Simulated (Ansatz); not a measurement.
Ansatz (a quantum-chemistry and plane-wave program) input:

Ansatz 0.2 input:
```yaml
crystal:
  lattice:
    - [5.0438349779, 0.0, 0.0]
    - [0.0, 3.3374510088, 0.0]
    - [0.0, 0.0, 5.473612909]
  atoms:
    - { symbol: Si, position: [0.8200358755, 0.75, 0.5873674912] }
    - { symbol: Si, position: [0.1799641245, 0.25, 0.4126325088] }
    - { symbol: Si, position: [0.6799641245, 0.25, 0.0873674912] }
    - { symbol: Si, position: [0.3200358755, 0.75, 0.9126325088] }
    - { symbol: Ni, position: [0.5091481835, 0.25, 0.6878424579] }
    - { symbol: Ni, position: [0.4908518165, 0.75, 0.3121575421] }
    - { symbol: Ni, position: [0.9908518165, 0.75, 0.1878424579] }
    - { symbol: Ni, position: [0.0091481835, 0.25, 0.8121575421] }
kpoints:
  mp_grid: { grid: [8, 12, 8] }
hamiltonian:
  xc: lda
  pseudopotentials: { kind: paw }
scf:
  occupations: { method: fermi_dirac, width: 0.1 }
phonons:
  method: dfpt
  response_accuracy: low
  eigenvectors: true
  rigid_motions: translations
```

Output (shortened):

```
Pseudopotential: Si, paw, valence charge 4
Pseudopotential: Ni, paw, valence charge 18
Functional definition: SPW92
Crystal: 8 atoms, lattice volume = 92.140 Å³
Basis set: ecut = 420 eV, 1797 PW (Γ), exchange–correlation on 72×48×80 points (8 copies of the dense FFT grid, shifted against one another)
Bands: 53, of which v1, the nominal top of the filled ones, is band 44 counted from 1 (43 counted from 0)
Symmetry: 8 space group operations
k-points: 238 of 768 (irreducible under 2 space group operations, time reversal used)
SCF iter   1: F=—  HF=-25533.050700 eV  |F-HF|=—  |Δ(HF+E_count)|=         —  Δρ=1.18e-2  dr2=4.50e-2  ethr=1.77e-3  ⟨swp⟩=7.2  Hψ=49206  notcnv=0  defer=24
preconditioner: auto → Kerker (q_TF=auto, 2.707 Å⁻¹)
SCF iter   2: F=—  HF=-25533.038586 eV  |F-HF|=—  |Δ(HF+E_count)|=   1.21e-2  Δρ=3.94e-3  dr2=6.86e-3  ethr=5.12e-5  ⟨swp⟩=2.0  Hψ=26694  notcnv=0  defer=149
SCF iter   3: F=—  HF=-25533.036931 eV  |F-HF|=—  |Δ(HF+E_count)|=   1.65e-3  Δρ=1.61e-3  dr2=1.86e-3  ethr=7.79e-6  ⟨swp⟩=1.0  Hψ=12412  notcnv=0  defer=149
SCF iter   4: F=—  HF=-25533.036354 eV  |F-HF|=—  |Δ(HF+E_count)|=   5.77e-4  Δρ=2.48e-4  dr2=6.13e-5  ethr=2.12e-6  ⟨swp⟩=2.4  Hψ=18178  notcnv=0  defer=149
SCF iter   5: F=—  HF=-25533.036342 eV  |F-HF|=—  |Δ(HF+E_count)|=   1.29e-5  Δρ=5.15e-5  dr2=2.05e-6  ethr=6.97e-8  ⟨swp⟩=2.5  Hψ=19603  notcnv=0  defer=149
SCF iter   6: F=—  HF=-25533.036342 eV  |F-HF|=—  |Δ(HF+E_count)|=   6.71e-7  Δρ=1.69e-5  dr2=1.75e-7  ethr=2.33e-9  ⟨swp⟩=1.8  Hψ=17538  notcnv=0  defer=149
SCF iter   7: F=—  HF=-25533.036342 eV  |F-HF|=—  |Δ(HF+E_count)|=   1.58e-8  Δρ=4.70e-6  dr2=1.51e-8  ethr=1.99e-10  ⟨swp⟩=2.2  Hψ=19069  notcnv=0  defer=149
SCF iter   8: F=—  HF=-25533.036342 eV  |F-HF|=—  |Δ(HF+E_count)|=   1.44e-9  Δρ=1.55e-6  dr2=1.68e-9  ethr=1.72e-11  ⟨swp⟩=1.6  Hψ=14190  notcnv=0  defer=149
SCF iter  10: F=-25533.036342 eV  HF=-25533.036342 eV  |F-HF|=1.46e-11  |Δ(HF+E_count)|=  1.46e-11  Δρ=7.00e-8  dr2=4.38e-12  ethr=1.00e-12  ⟨swp⟩=9.1  Hψ=61146  notcnv=0
SCF 1 converged in 10 iterations: F = -25533.036342 eV  dr2 = 4.38e-12
DFPT response loops at Γ: preconditioner auto → Kerker (q_TF=auto, 2.707 Å⁻¹) (partly filled bands, converged f_vac=0.000) …
SCF converged after 10 iterations
Free energy (F): -25533.036342 eV
Harris-Foulkes:  -25533.036342 eV  (|F-HF|=1.46e-11)
Internal energy: -25532.974280 eV  (E = F + TS)
E sigma→0 (E₀):  -25533.005311 eV
Entropy (-TS):   -0.062062 eV (-7.758 meV/atom)
Fermi energy:    15.380010 eV
--- Per-component energies (eV) ---
  E_band       = -1247.980647
  E_kinetic    = 1323.592810
  E_local      = -17597.195578  (includes V_loc(G=0)·N_el)
  E_nonlocal   = 2652.808697
  E_hartree    = 7564.208831
  E_xc         = -571.790803
  E_vxc        = -645.164727  (∫ρ·V_xc dr)
  E_paw        = -8194.688846  (= ΣΔE_a)
  E_vpaw       = -2110.441228  (= ΣTr[D̂ρ^β])
  E_aug_tail   = 0.001839  (compensation charges beyond the density's cutoff)
  E_ewald      = -10711.985034
  E_core_change = 2.073805  (= ΣΔE_core)
  E_smearing   = -0.062062  (= −TS)
  E_closure    = 0.000000  (closes the sum)
  Σ components = -25533.036342   (vs F -25533.036342, Δ=0.00e0)
  [band-id]    e_kinetic+e_local+e_nonlocal+2·e_hartree+e_vxc+e_vpaw+e_augmentation_tail = -1247.980526   (vs E_band -1247.980647, Δ=1.21e-4)
--- Band table (eV; the first three rows and the last of 238) ---
  k-point 0: bands = ["-87.8948", "-87.8898", "-87.8885", "-87.8836", "-48.7950", "-48.7856", "-48.7726", "-48.7535", "-48.7273", "-48.7231", "-48.7206", "-48.7164", "-48.7023", "-48.6955", "-48.6703", "-48.6671", "1.9679", "5.6054", "6.6841", "7.4139", …
  k-point 1: bands = ["-87.8947", "-87.8904", "-87.8879", "-87.8837", "-48.7947", "-48.7862", "-48.7716", "-48.7542", "-48.7269", "-48.7229", "-48.7208", "-48.7167", "-48.7019", "-48.6957", "-48.6702", "-48.6673", "2.0434", "5.1926", "6.9751", "7.4468", …
  k-point 2: bands = ["-87.8944", "-87.8914", "-87.8869", "-87.8840", "-48.7940", "-48.7877", "-48.7692", "-48.7563", "-48.7260", "-48.7223", "-48.7214", "-48.7177", "-48.7010", "-48.6963", "-48.6699", "-48.6676", "2.2683", "4.4763", "7.4098", "7.5414", …
  k-point 237: bands = ["-87.8891", "-87.8891", "-87.8891", "-87.8891", "-48.7784", "-48.7784", "-48.7784", "-48.7784", "-48.7117", "-48.7117", "-48.7117", "-48.7117", "-48.6954", "-48.6954", "-48.6954", "-48.6954", "6.5162", "6.5162", "6.5162", "6.5162", …
--- Phonons (Γ-DFPT): 6 representative perturbations + reference, on 238 of 768 k-points (Σ response iterations 18) ---
  ASR residual: 1.150e-3 → 0.000e0 eV/Å²; symmetrization residual: 2.712e-5 eV/Å²
  ASR residual per site (eV/Å²): 2.02e-4 2.02e-4 2.02e-4 2.02e-4 1.15e-3 1.15e-3 1.15e-3 1.15e-3
  Γ frequencies (cm⁻¹): 0.00 0.00 0.00 156.78 177.45 192.54 208.20 210.17 225.94 231.68 236.46 268.32 291.50 302.63 307.12 311.39 336.60 344.49 351.37 360.73 376.08 400.54 405.64 422.71
  non-analytic LO–TO correction: not included (Born effective charges unavailable; polar crystals: no LO–TO splitting at Γ)
```

Cost: about 13 core-minutes (a rough figure) on shared cores.

Space group Pnma. The cell was relaxed with LDA under the symmetry of its start. The run is not spin-polarised. As this level gives no gap, phonon frequencies hold no LO–TO term and depend on the k-mesh and smearing (Fermi–Dirac, 0.1 eV here).

Potentials: the later of the program's two PAW sets.

Ansatz is a plane-wave DFT program.
